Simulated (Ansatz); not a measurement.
**Formation energy of AlPt**

```yaml
crystal:
  lattice:
    - [3.06042, 0.00000, 0.00000]
    - [0.00000, 3.06042, 0.00000]
    - [0.00000, 0.00000, 3.06042]
  atoms:
    - { symbol: Al, position: [0.00000, 0.00000, 0.00000] }
    - { symbol: Pt, position: [0.50000, 0.50000, 0.50000] }
```

The cell comes from a relaxation on PAW files under the same functional, begun from a database entry that needn't be the ground state.

Computed with Ansatz 0.2.0; functional PBEsol, scalar-relativistic. Settings: a Γ-centred 13×13×13 k mesh, Fermi–Dirac smearing of 0.05 eV, no spin polarisation. Methods: LAPW: all electrons, basis error target 0.5 meV/atom; PAW: frozen-core files, cutoff 420 eV; crystal datasets: all electrons, by PAW datasets that the program makes for each cell.

The elements are taken as Al fcc, Pt fcc, each relaxed on PAW files under the same functional and computed by the same method as the compound; zero-point and thermal terms are left out.

Spin–orbit coupling is left out, which matters for the heavy atoms. The PAW files were made under PBE.

Problem. Give the formation energy by each method, with the residual pressure at this cell and the LAPW gap.

Solution. 

| method | ΔE(formation) (eV/atom) | P at this cell (GPa) | gap (eV) |
| --- | --- | --- | --- |
| LAPW | -0.932 | 0.02 | 0.00 |
| PAW | -0.933 | -0.01 | – |
| crystal datasets | -0.932 | 0.02 | – |

Problem. Give the LAPW value for one formula unit in kJ/mol.

Solution. -0.932 eV/atom × 2 atoms × 96.485 kJ/(mol·eV) = -179.8 kJ/mol, at zero temperature and without zero-point motion.
